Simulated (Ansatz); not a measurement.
The elements of this relaxed trial crystal are hidden behind letters.

```
lattice vectors (Å)
   4.3699    0.0000    0.0000
   0.0000    4.3699    0.0000
   0.0000    0.0000    4.3699
fractional positions
X 0.2567 0.2567 0.2567
X 0.7433 0.7433 0.2567
X 0.2567 0.7433 0.7433
X 0.7433 0.2567 0.7433
Z 0.0000 0.0000 0.0000
```

Level of theory: DFT PBE, scalar-relativistic, plane waves, PAW in Ansatz. Settings of the last relaxation (5-atom cell): 420 eV, 8×8×8 k points, Gaussian smearing of 0.10 eV, no spin polarisation.

| Property | Result |
| --- | --- |
| Space group | P-43m (No. 215) |
| Conventional cell | a = 4.370 Å |
| Volume per atom | 16.69 Å³ |
| Density | 4.05 g/cm³ |
| Formation energy | +0.26 eV/atom |
| Gap on the 8×8×8 mesh of the 5-atom cell | 0 eV (a metal) |

Energies are uncorrected and count from the elements' standard states at the same level.

**Question.** X is a d-block element of period 4 and Z is a p-block element of period 2. Which elements are they?

**Answer.** X = Ti, Z = C, so the formula is Ti4C. Density times volume gives a mean mass of 4.05 × 16.69/1.6605 = 40.7 u per atom, and this set has 40.7 u. Among the elements that the hints allow, noble gases aside, only these give it. Ti is surrounded by 1 C at 1.94 Å and 12 Ti at 3.01–3.17 Å; around C lie 4 Ti at 1.94 Å.

A structure relaxed within its symmetry needn't be a true minimum. Another cell of Ti4C relaxed alike, in Pm-3m, lies 0.53 eV/atom lower, so this cell isn't the stable form at this level.
